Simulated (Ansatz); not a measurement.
Input and command of a plane-wave DFT calculation in Ansatz:

```yaml
crystal:
  lattice:
    - [3.2790275156, 0.0, 0.0]
    - [-1.6395137578, 2.8397211282, 0.0]
    - [0.0, 0.0, 12.7886113466]
  atoms:
    - { symbol: W, position: [0.3333333333, 0.6666666667, 0.25] }
    - { symbol: W, position: [0.6666666667, 0.3333333333, 0.75] }
    - { symbol: Se, position: [0.3333333333, 0.6666666667, 0.6182912232] }
    - { symbol: Se, position: [0.6666666667, 0.3333333333, 0.1182912232] }
    - { symbol: Se, position: [0.3333333333, 0.6666666667, 0.8817087768] }
    - { symbol: Se, position: [0.6666666667, 0.3333333333, 0.3817087768] }
basis:
  ecutwfc: 420
kpoints:
  mp_grid: { grid: [12, 12, 2] }
  band_path:
    path:
      - [[0.0, 0.0, 0.0], [0.5, 0.0, 0.0], [0.33333333, 0.33333333, 0.0], [0.0, 0.0, 0.0], [0.0, 0.0, 0.5], [0.5, 0.0, 0.5], [0.33333333, 0.33333333, 0.5], [0.0, 0.0, 0.5]]
      - [[0.5, 0.0, 0.5], [0.5, 0.0, 0.0]]
      - [[0.33333333, 0.33333333, 0.5], [0.33333333, 0.33333333, 0.0]]
    npoints: 14
hamiltonian:
  xc: pbe
  dispersion: d3bj
scf:
  occupations: { method: gaussian, width: 0.02 }
  n_extra_bands: 15
output:
  forces: true
  stress: true
  eigenvalues: true
  populations: true
  dos: { projected: true, de: 0.02, nscf_kmesh: { grid: [18, 18, 3] } }
  bader: true
```

```bash
ansatz run input.yaml --threads 2 --pin off --max-ram 5120MiB --backend cpu --events-out ev --progress --plain --runs-dir out
```

Processor: Intel(R) Xeon(R) Platinum 8488C (Sapphire Rapids), 2 threads, on a host shared with other jobs.

Question: Estimate time, memory and problem size.

Answer: About 48 s on 2 threads of Intel(R) Xeon(R) Platinum 8488C (Sapphire Rapids) (shared host), peak memory 0.83 GiB. It solves 61 bands at 38 k points (the mesh reduced by the symmetry that the task leaves, which can be less than the crystal's) with about 2347 plane waves, in 6 SCF iterations.
